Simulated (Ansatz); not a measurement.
**Formation energy of SnO₂ in the rutile structure**

Level of theory: DFT, r²SCAN, scalar-relativistic, no spin polarisation; plane waves to 500 eV with PAW datasets (Ansatz 0.2.0), 6×6×10 k-mesh, Gaussian smearing of 0.05 eV; PAW files: Ansatz's generated set soft_2.

The start was a prototype's sites filled with these elements; the Crystallography Open Database holds the compound in this structure.

Symmetry: P4_2/mnm, No. 136, tetragonal system. The conventional cell has a = 4.760 Å, b = 4.760 Å, c = 3.201 Å, α = 90.00°, β = 90.00°, γ = 90.00°. Sn (site symmetry mmm) has 6 O at 2.06 to 2.07 Å as nearest neighbours. Around O (site symmetry m2m) lie 3 Sn at 2.06 to 2.07 Å. (Shells end 15 % past the nearest neighbour.)

The elements were computed in their standard states (gases as isolated molecules) with the same datasets, cutoff and functional. Tin is taken as white (β) tin. Absolute energies hang on the potentials; compare differences alone.

Energy of the relaxed cell (6 atoms, smearing extrapolated to zero): -14352.428 eV. Elements, in eV/atom: Sn -6038.513, O -565.983.

Task: What is the formation energy?

Result: [-14352.428 − (2 × -6038.513 + 4 × -565.983)] / 6 = -1.91 eV/atom, or -184 kJ per mole of atoms.

The value is for 0 K, without zero-point energy and without any correction for the binding of gas molecules. Uncorrected semilocal values for oxides, chalcogenides and halides often miss by tenths of an eV an atom. A negative value shows stability against the elements alone, not against other compounds or structures.

Bader charges against formal ones: Sn +2.62 (+4), O −1.31 (−2). The cations give up 66 % of the formal charge; Bader charges stay under formal ones because the anions' density reaches into the cations' basins.

